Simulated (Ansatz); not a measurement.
## Property card for GeW

GeW:
```cif
data_Ge2W2
_chemical_formula_sum 'W2 Ge2'
_space_group_name_H-M_alt 'P 1'
_space_group_IT_number 1
_cell_length_a 3.19184
_cell_length_b 3.19184
_cell_length_c 7.29322
_cell_angle_alpha 90.000
_cell_angle_beta 90.000
_cell_angle_gamma 120.000
loop_
_space_group_symop_operation_xyz
  'x, y, z'
loop_
_atom_site_label
_atom_site_type_symbol
_atom_site_fract_x
_atom_site_fract_y
_atom_site_fract_z
_atom_site_occupancy
W1 W 0.00000 0.00000 0.00000 1
W2 W 0.00000 0.00000 0.50000 1
Ge1 Ge 0.33333 0.66667 0.25000 1
Ge2 Ge 0.66667 0.33333 0.75000 1
```

Space group P6_3/mmc (No. 194), NiAs type; conventional cell a = 3.192 Å, b = 3.192 Å, c = 7.293 Å, α = 90.00°, β = 90.00°, γ = 120.00°.

Method: PBE (plane waves, PAW; program Ansatz). The cell and atoms are relaxed at this level. Other levels are named where they apply.

### Cell and energy

- Volume per atom: 16.09 Å³
- Density: 13.24 g/cm³
- Formation energy from the elements (no fitted shifts): 0.24 eV/atom

### Electronic structure

- Electronic character: metallic (no gap)
- Density of states at the Fermi level: 0.42 states/eV per atom (mean over ±0.08 eV)

### Mechanics

Bulk modulus (Birch–Murnaghan fit): 1810 kbar
Pressure derivative B′: 3.5

A made-up cell: these elements were put on the sites of a structure type; neither database checked (COD, Materials Project) lists it. Whether it is the stable phase at ambient conditions was not checked. The cell was relaxed with PBE under the symmetry of its start; its stability against distortions is not shown here. No spin polarisation was allowed. The references are the lowest solids computed at this level, not always the standard phases. Spin–orbit coupling is left out wherever it is not named.

Potentials: the later of the program's two PAW sets.
